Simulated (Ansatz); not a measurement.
**Ni3Pt (Pm-3m): the volume from the results**

```xyz
4
Lattice="3.6246 0.0000 0.0000 0.0000 3.6246 0.0000 0.0000 0.0000 3.6246" Properties=species:S:1:pos:R:3 pbc="T T T"
Ni    1.8123    0.0000    1.8123
Ni    0.0000    1.8123    1.8123
Ni    1.8123    1.8123    0.0000
Pt    0.0000    0.0000    0.0000
```

The reference geometry is a structure from the Materials Project; nothing is relaxed.

Settings: LDA, 9×9×9 k mesh, Fermi–Dirac smearing of 0.05 eV. PAW means Ansatz 0.2.0 on its default frozen-core files. Site moments are integrated in spheres about the atoms. Start moments (μB): Ni1 1.5, Ni2 1.5, Ni3 1.5, Pt4 0.6.

The cell is scaled evenly, and every run starts from the same moments. Some of the runs:

```csv
V/V₀,cell moment (μB),largest site moment (μB),F − F(V₀) (meV/atom),pressure (GPa)
0.7,0.00,0.00,1135,168.2
0.82,1.06,0.31,209,54.8
1.06,2.36,0.70,76,-21.8
```

**Question.** Another run of the series gave cell moment (μB) = 0.00, largest site moment (μB) = 0.00, F − F(V₀) (meV/atom) = 547, pressure (GPa) = 100.2. At which V/V₀ was it made?
A. 1.12
B. 0.88
C. 1.2
D. 0.76
E. 0.94

**Answer.** D. V/V₀ = 0.76.

**Question.** Another run of the series gave cell moment (μB) = 2.10, largest site moment (μB) = 0.62, F − F(V₀) (meV/atom) = -21, pressure (GPa) = 3.0. At which V/V₀ was it made?
A. 1.12
B. 0.88
C. 1.2
D. 0.94
E. 0.76

**Answer.** D. V/V₀ = 0.94.

The whole series:

```csv
V/V₀,cell moment (μB),largest site moment (μB),F − F(V₀) (meV/atom),pressure (GPa)
0.7,0.00,0.00,1135,168.2
0.76,0.00,0.00,547,100.2
0.82,1.06,0.31,209,54.8
0.88,1.82,0.54,37,24.3
0.94,2.10,0.62,-21,3.0
1,2.26,0.67,0,-11.7
1.06,2.36,0.70,76,-21.8
1.12,2.43,0.73,189,-28.6
1.2,2.52,0.77,378,-34.1
```

The PAW files were made with PBE; the program remakes their cores once for the run's functional and then keeps them frozen. Under strong compression frozen cores are worth checking against an all-electron run. The Ansatz runs typed with the search for lower states off end where their start leads. Spin–orbit coupling is left out although heavy atoms are present. The magnetic state is the one that this cell and start allow. It needn't be the compound's measured order, which may need a larger cell or be absent.
